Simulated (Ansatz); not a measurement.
Cu Kα1 powder pattern (kinematic, no thermal factors).
```
2θ (°)  relative intensity
 16.97                   5
 21.11                  10
 21.68                  26
 26.75                   2
 31.86                 100
 33.02                  27
 34.33                  66
 34.70                  48
 39.85                  19
 42.99                  13
 44.05                   3
 44.20                   9
 48.65                   7
 51.36                  15
 52.42                   3
 52.55                  14
 55.13                  30
 56.38                  14
 59.69                   1
 59.93                   9
 61.84                  13
 65.09                  12
 65.78                   7
 66.57                   9
 66.69                   2
 68.71                   4
 69.26                  15
 70.15                   7
 72.35                   3
 73.22                  12
 76.56                   2
 78.69                   4
 79.64                   8
 82.80                   4
 85.93                   5
 87.49                   5
 89.26                   1
```

The pattern is computed from a structure relaxed with DFT PBE, scalar-relativistic, plane waves, PAW in Ansatz. No spin polarisation. Its elements are Al, Ga, Sb.

Question: Give the structure.

Answer: AlGa2Sb3.
Space group R-3m:H (No. 166). a = 6.659 Å, b = 6.659 Å, c = 12.286 Å, α = 90.00°, β = 90.00°, γ = 120.00°
| atom | site | symmetry | x | y | z |
| --- | --- | --- | --- | --- | --- |
| Al | 3b | -3m | 0.3333 | 0.6667 | 0.1667 |
| Ga | 6c | 3m | 0.3333 | 0.6667 | 0.7875 |
| Sb | 9e | .2/m | 0.1667 | 0.3333 | 0.3333 |

A pattern alone doesn't exclude other cells with like lines; this is the one computed.

Another cell of AlGa2Sb3 relaxed alike, in P4mm, lies 102 meV/atom lower, so this cell isn't the stable form at this level.

The cell was found from a structure generator's guess, not taken from experiment.
